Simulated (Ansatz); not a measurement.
Data:

LuSi$_{2}$:
Space group P6/mmm (No. 191); a = b = 4.0561 Å, c = 3.6878 Å, α = β = 90.00°, γ = 120.00°

| atom | site | symmetry | x | y | z |
|---|---|---|---|---|---|
| Lu | 1a | 6/mmm | 0.0000 | 0.0000 | 0.0000 |
| Si | 2d | -6m2 | 0.3333 | 0.6667 | 0.5000 |

This is the PBEsol-relaxed structure.

Task: All from DFT-PBEsol in the program Ansatz with PAW potentials, unless another level is named. Predict the electronic character.

Result: metallic (no gap).

Task: What about the density of states at the Fermi level?

Result: 0.58 states/eV per atom (mean over ±0.08 eV).

Task: Next, the formation energy from the elements (no fitted shifts)?

Result: -498 meV/atom.

The workflow started from an entry of the Crystallography Open Database (COD). Whether it is the stable phase at ambient conditions was not checked. The cell was relaxed with PBEsol under the symmetry of its start. At this level the phase is mechanically unstable. The references are the lowest solids computed at this level, not always the standard phases. Scalar-relativistic: spin–orbit coupling is off unless named, which matters more the heavier the elements.

Potentials: the later of the program's two PAW sets.
